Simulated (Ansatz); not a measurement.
Starting cell, GaP (zinc blende):

```
GaP
1.0
    0.00000     5.45138     5.45138
    2.72569     0.00000     2.72569
    2.72569     2.72569     0.00000
P Ga
2 2
Direct
  0.37500   0.75000   0.75000
  0.87500   0.75000   0.75000
  0.00000   0.00000   0.00000
  0.50000   0.00000   0.00000
```

In this cell atom 4 (Ga, nearest neighbour P at 2.361 Å; its periodic images, 3.9 Å or more away, move with it) is moved by s along Cartesian [111], unit vector (0.577, 0.577, 0.577); all other atoms and the cell stay fixed.

All values below come from r2SCAN (plane waves to 500 eV, PAW, scalar-relativistic; Ansatz, a quantum-chemistry and plane-wave program). k mesh 4×8×8 (Γ-centred), Fermi-Dirac smearing 0.05 eV. The energy includes the smearing's −TS. GaP was relaxed with its symmetry unable to fall. ΔE is measured from the undisplaced structure.

Successive frames, forces in eV/Å:

```csv
frame,ΔE (eV/cell),F on P1,F on P2,F on Ga3,F on Ga4
s = 0.470 Å,0.651,"(1.457, 0.579, 0.579)","(-0.395, 0.488, 0.488)","(-0.247, 0.224, 0.224)","(-0.815, -1.290, -1.290)"
s = 0.376 Å,0.468,"(1.392, 0.636, 0.636)","(-0.320, 0.424, 0.424)","(-0.203, 0.166, 0.166)","(-0.869, -1.227, -1.227)"
s = 0.282 Å,0.295,"(1.226, 0.634, 0.634)","(-0.236, 0.341, 0.341)","(-0.155, 0.115, 0.115)","(-0.835, -1.090, -1.090)"
s = 0.188 Å,0.146,"(0.947, 0.545, 0.545)","(-0.151, 0.240, 0.240)","(-0.105, 0.070, 0.070)","(-0.691, -0.856, -0.856)"
```

### Question
What are the energy and the forces in the next frame, s = 0.094 Å?

### Answer
ΔE (eV/cell) = 0.041.

| atom | Fx | Fy | Fz |
|---|---|---|---|
| P1 | 0.542 | 0.344 | 0.344 |
| P2 | -0.070 | 0.125 | 0.125 |
| Ga3 | -0.053 | 0.032 | 0.032 |
| Ga4 | -0.419 | -0.501 | -0.501 |

(For displaced atoms, the force is minus the slope of the energy, and its curvature is a force constant, which sets phonon frequencies.)
